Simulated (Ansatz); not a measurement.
Computed properties of NbRh3

NbRh3:
```cif
data_NbRh3
_chemical_formula_sum 'Nb1 Rh3'
_space_group_name_H-M_alt 'Pm-3m'
_space_group_IT_number 221
_space_group_name_Hall '-P 4 2 3'
_cell_length_a 3.81987
_cell_length_b 3.81987
_cell_length_c 3.81987
_cell_angle_alpha 90.000
_cell_angle_beta 90.000
_cell_angle_gamma 90.000
loop_
_atom_site_label
_atom_site_type_symbol
_atom_site_symmetry_multiplicity
_atom_site_Wyckoff_symbol
_atom_site_fract_x
_atom_site_fract_y
_atom_site_fract_z
_atom_site_occupancy
Nb1 Nb 1 a 0.00000 0.00000 0.00000 1
Rh1 Rh 3 c 0.00000 0.50000 0.50000 1
```

Space group Pm-3m (No. 221), Cu3Au type; conventional cell a = 3.8199 Å, b = 3.8199 Å, c = 3.8199 Å, α = 90.00°, β = 90.00°, γ = 90.00°.

Method: LDA in the plane-wave PAW code Ansatz. The cell and atoms are relaxed at this level. Other levels are named where they apply.

**Cell and energy**

```
Quantity                                                      Result
-----------------------------------------------------  -------------
Volume per atom                                             13.93 Å³
Density                                                  11.97 g/cm³
Formation energy from the elements (no fitted shifts)  -0.56 eV/atom
```

**Electronic structure**

```
Quantity                                                                    Result
------------------------------------  --------------------------------------------
Electronic character                                             metallic (no gap)
Density of states at the Fermi level  0.50 states/eV per atom (mean over ±0.08 eV)
```

**Mechanics**

```
Item                                                                           Value
--------------------------------------------  --------------------------------------
Bulk modulus (Birch–Murnaghan fit)                                           300 GPa
Pressure derivative B′                                                           4.7
Elastic constants (relaxed ions, GPa)                C11 = 472, C12 = 214, C44 = 210
Mechanical stability                          stable (all eigenvalues of C positive)
Hill bulk and shear moduli                                           300 and 173 GPa
Young's modulus                                                              435 GPa
Poisson's ratio                                                                 0.26
Debye temperature from the elastic constants                                   523 K
```

**Phonons**

```
Item                                           Result
-----------------------------  ----------------------
Highest zone-centre frequency               225 cm^-1
Zone-centre stability          no imaginary mode at Γ
```

The first step of the workflow began from a Materials Project structure, measured or hypothetical; the Crystallography Open Database files this formula in space group No. 221, but the cells were not matched. Whether it is the stable phase at ambient conditions was not checked. The LDA relaxation kept the symmetry of its start. The run is not spin-polarised. As this level gives no gap, shear constants depend on the k-mesh and smearing (Fermi–Dirac, 0.1 eV here). As this level gives no gap, phonon frequencies hold no LO–TO term and depend on the k-mesh and smearing (Fermi–Dirac, 0.1 eV here). The references are the lowest solids computed at this level, not always the standard phases. Scalar-relativistic: spin–orbit coupling is off unless named, which matters more the heavier the elements.

Potentials: the later of the program's two PAW sets.
